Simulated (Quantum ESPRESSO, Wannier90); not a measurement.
## Wannier functions of Ba₂ZnN₂ (I4/mmm)

Materials Project entry mp-9307; symmetrised, unrelaxed at this level. COD (Crystallography Open Database) has an entry of this formula and space group (matched by these alone). Method: LDA plane waves in Quantum ESPRESSO 7.5 (PseudoDojo norm-conserving files, 68 Ry, no spin polarisation, no spin-orbit coupling), Bloch states on a 4×4×4 mesh through Γ, Wannier90 4.0.1. Density: 8×8×8 mesh, Gaussian smearing 0.01 Ry. Spin-orbit coupling is left out although heavy elements are present.

```
begin unit_cell_cart
ang
    0.0000000000   -4.1967500000    0.0000000000
    4.1967500000    0.0000000000    0.0000000000
   -2.0983750000    2.0983750000    6.4918700000
end unit_cell_cart
mp_grid = 4 4 4
```

Neighbour vectors b of the finite-difference formula (Å⁻¹), by shell:

```json
[
 {"shell": "1", "b_x": "0.00000", "b_y": "0.00000", "b_z": "0.24196"},
 {"shell": "1", "b_x": "0.00000", "b_y": "0.00000", "b_z": "-0.24196"},
 {"shell": "2", "b_x": "0.37429", "b_y": "0.00000", "b_z": "0.12098"},
 {"shell": "2", "b_x": "0.00000", "b_y": "-0.37429", "b_z": "0.12098"},
 {"shell": "2", "b_x": "0.37429", "b_y": "0.00000", "b_z": "-0.12098"},
 {"shell": "2", "b_x": "0.00000", "b_y": "-0.37429", "b_z": "-0.12098"},
 {"shell": "2", "b_x": "-0.37429", "b_y": "0.00000", "b_z": "-0.12098"},
 {"shell": "2", "b_x": "-0.37429", "b_y": "0.00000", "b_z": "0.12098"},
 {"shell": "2", "b_x": "0.00000", "b_y": "0.37429", "b_z": "-0.12098"},
 {"shell": "2", "b_x": "0.00000", "b_y": "0.37429", "b_z": "0.12098"}
]
```

Q: Find the weights w_b from the completeness condition Σ_b w_b b_α b_β = δ_αβ.

A: Shell 1: Σ b_x² = 0.000, Σ b_y² = 0.000, Σ b_z² = 0.117 Å⁻²
Shell 2: Σ b_x² = 0.560, Σ b_y² = 0.560, Σ b_z² = 0.117 Å⁻²
Each of the three diagonal sums, weighted, has to give 1 and the off-diagonal ones 0, which holds for w_1 = 6.76 Å², w_2 = 1.78 Å². Check on xx: 6.76×0.000 + 1.78×0.560 = 1.00.

On this mesh the 6 functions of bands 20-25 (valence bands; start: atomic waves N 2p, conv_tol = 1.0e-6) end with spreads 2.7389, 2.5452, 2.5452, 2.7389, 2.5452, 2.5452 Å², Ω_I = 15.3254 Å² and Ω_D = 0.0252 Å².

Ω_total is the sum of the spreads, 15.659 Å². Ω_OD = Ω_total − Ω_I − Ω_D = 0.308 Å². Only (Ω_D + Ω_OD)/Ω_total = 2.1 % depends on the gauge, and another start could lower the total by that share at most. The rms radius is √(Ω_total/6) = 1.62 Å.
